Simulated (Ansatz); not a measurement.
GaSb (zinc blende, space group No. 216) at seven volumes, the program Ansatz at the PBEsol level (PAW), scaled uniformly. One row is withheld.

```
V (Å³/atom)  P (GPa)
-----------  -------
25.971          6.08
26.828          3.68
27.684          1.67
28.540         -0.01
29.396         -1.43
30.252             ?
31.109         -3.63
```

Task: Fit the shown pressures and predict the withheld one.

Result: Third-order Birch–Murnaghan: P = (3/2)B₀(x^(7/2) − x^(5/2))[1 + (3/4)(B′ − 4)(x − 1)] with x = (V₀/V)^(2/3). Least squares on the six rows gives V₀ = 28.533 Å³/atom, B₀ = 51.58 GPa, B′ = 4.78. At V = 30.252, x = 0.9618 and P = -2.62 GPa. The run itself gave -2.62 GPa.

Space group F-43m (zinc blende). Symmetry was held in the PBEsol relaxation. Scalar-relativistic: spin–orbit coupling is off unless named, which matters more the heavier the elements.

Potentials: the earlier of the program's two PAW sets. The files were generated under PBE; for other functionals the program regenerates the frozen cores, and for LDA and PBEsol the local potential too.
